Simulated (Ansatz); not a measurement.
Relaxed-ion elastic tensor of Ir (simple cubic, space group No. 221) in GPa (Voigt order), the program Ansatz at the r²SCAN level (PAW); density 19.20 g/cm³, 16.62 Å³ per atom.

```csv
,1,2,3,4,5,6
1,500,152,152,0.0,0.0,0.0
2,152,500,152,0.0,0.0,0.0
3,152,152,500,0.0,0.0,0.0
4,0.0,0.0,0.0,40.0,0.0,0.0
5,0.0,0.0,0.0,0.0,40.0,0.0
6,0.0,0.0,0.0,0.0,0.0,40.0
```

Q: Is the crystal mechanically stable?

A: Yes: the smallest eigenvalue of C is 40.0 GPa.

Q: Work out the Voigt, Reuss and Hill averages.

A: K_V = 268, K_R = 268, K_H = 268; G_V = 93.4, G_R = 57.7, G_H = 75.6 GPa.

Q: Give Young's modulus, Poisson's ratio, Pugh's ratio and the universal anisotropy index.

A: E = 9KG/(3K + G) = 207 GPa; ν = 0.37; K/G = 3.55 (ductile by the Pugh limit of 1.75); A_U = 5G_V/G_R + K_V/K_R − 6 = 3.09.

Q: Estimate the sound speeds and the Debye temperature.

A: v_l = √((K + 4G/3)/ρ) = 4380 m/s, v_t = √(G/ρ) = 1980 m/s, mean 2240 m/s; Θ = (h/k)(3n/4πV)^(1/3) v_m = 261 K.

Q: Give the Zener ratio and Young's modulus along [100], [110] and [111].

A: A = 2C44/(C11 − C12) = 0.23; 1/E = S11 − 2(S11 − S12 − S44/2)Γ with Γ = 0, 1/4, 1/3 gives 428, 140, 114 GPa.

Space group Pm-3m (simple cubic). A made-up cell: these elements were put on the sites of a structure type; neither database checked (COD, Materials Project) lists it. It is not the phase usual at ambient conditions (space group No. 225). Symmetry was held in the r²SCAN relaxation; its stability against distortions is not shown here. The run is not spin-polarised. As this level gives no gap, shear constants depend on the k-mesh and smearing (Fermi–Dirac, 0.1 eV here). Spin–orbit coupling is left out wherever it is not named.

Potentials: the earlier of the program's two PAW sets.
